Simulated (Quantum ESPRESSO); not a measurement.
**Cheap against tight settings: BN**

```
BN
1.0
    0.00000     1.81300     1.81300
    1.81300     0.00000     1.81300
    1.81300     1.81300     0.00000
B N
1 1
Direct
  0.00000   0.00000   0.00000
  0.75000   0.75000   0.75000
```
Geometry: a computed entry of the Materials Project; it was not checked against measured cells. It is BN in F-43m. Stability against distortions was not tested.

Method: σ by PBE GIPAW on JTH datasets (Quantum ESPRESSO, modified build). The cutoff rises from row to row, with the meshes as listed. Costs are rough, from a shared machine. Shieldings are absolute and leave out the bulk-susceptibility term; a larger σ means a smaller chemical shift.

```tsv
setting	cutoff (Ha)	k-mesh
A	15.5	6×6×6 through Γ
B	17.5	5×5×5 shifted
C	25	7×7×7 shifted
D	35	10×10×10 shifted
```

From which setting on does σ_iso N (ppm) stay within 5 of the tightest run?

From C on. Differences from the tightest run: A 19.9, B 12.5, C 1.1.

```tsv
setting	cutoff (Ha)	k-mesh	σ_iso N (ppm)	f-sum rule missed by (%)	rough cost ratio
A	15.5	6×6×6 through Γ	210.4	0.30	about 1
B	17.5	5×5×5 shifted	203.0	0.18	about 1
C	25	7×7×7 shifted	191.6	0.01	3
D	35	10×10×10 shifted	190.5	0.00	8
```
